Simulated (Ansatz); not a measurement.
V2O5:
Space group P2₁/m (No. 11); a = 6.274 Å, b = 3.533 Å, c = 7.134 Å, α = γ = 90.00°, β = 90.38°

```csv
atom,site,symmetry,x,y,z
V,2e,m,0.2575,0.7500,0.2788
V,2e,m,0.1958,0.2500,0.9004
O,2e,m,0.2613,0.2500,0.1933
O,2e,m,0.0368,0.2500,0.7023
O,2e,m,0.5613,0.7500,0.1759
O,2e,m,0.8532,0.2500,0.0326
O,2e,m,0.6786,0.2500,0.5099
```

Relaxed with r²SCAN+D4. The program Ansatz at the r²SCAN+D4 level (PAW) gives a gap of 1.83 eV.

Problem. What gap does HSE06 give on the same cell (Ansatz, PAW)?

Solution. 2.92 eV, 1.09 eV more. The hybrid was solved on a coarser mesh and at special points; the gap given is the minimum over both.

| k | v1 r²SCAN+D4 | c1 r²SCAN+D4 | v1 HSE06 | c1 HSE06 |
|---|---|---|---|---|
| Γ | -0.34 | 1.84 | -0.35 | 2.93 |
| Z | -0.17 | 2.97 | … | … |
| B | -0.39 | 1.83 | -0.39 | 2.92 |
| Y2 | -0.36 | 2.23 | … | … |
| C2 | -0.12 | 2.87 | -0.12 | 3.99 |
| D | -0.11 | 2.96 | … | … |
| A | -0.29 | 2.21 | -0.30 | 3.35 |
| E | -0.01 | 2.91 | … | … |

Problem. Top valence (v1) and lowest conduction level (c1) in eV from each method's valence maximum (which need not be a listed point): supply the withheld HSE06 values.

Solution. 
- Z, v1 HSE06: -0.17
- Z, c1 HSE06: 4.13
- E, v1 HSE06: -0.01
- E, c1 HSE06: 4.04
- Y2, v1 HSE06: -0.36
- Y2, c1 HSE06: 3.36
- D, v1 HSE06: -0.11
- D, c1 HSE06: 4.12

Cost on shared cores: the r²SCAN+D4 run (SCF on a 5×8×4 mesh, then bands and DOS) roughly 7 core-minutes, the HSE06 run (SCF on 3×5×3, then a few points) very roughly 8 core-minutes; the tasks are unlike.

Space group P2_1/m. The workflow started from a Materials Project entry (that database holds measured and hypothetical structures alike); the Crystallography Open Database copy checked does not list it. COD files the formula under space group No. 31, 59. Whether it is the stable phase at ambient conditions was not checked. The cell was relaxed with r²SCAN+D4 under the symmetry of its start; its stability against distortions is not shown here. The run is not spin-polarised. No Hubbard U is applied.

Potentials: the earlier of the program's two PAW sets. The files were generated under PBE; for other functionals the program regenerates the frozen cores, and for LDA and PBEsol the local potential too.
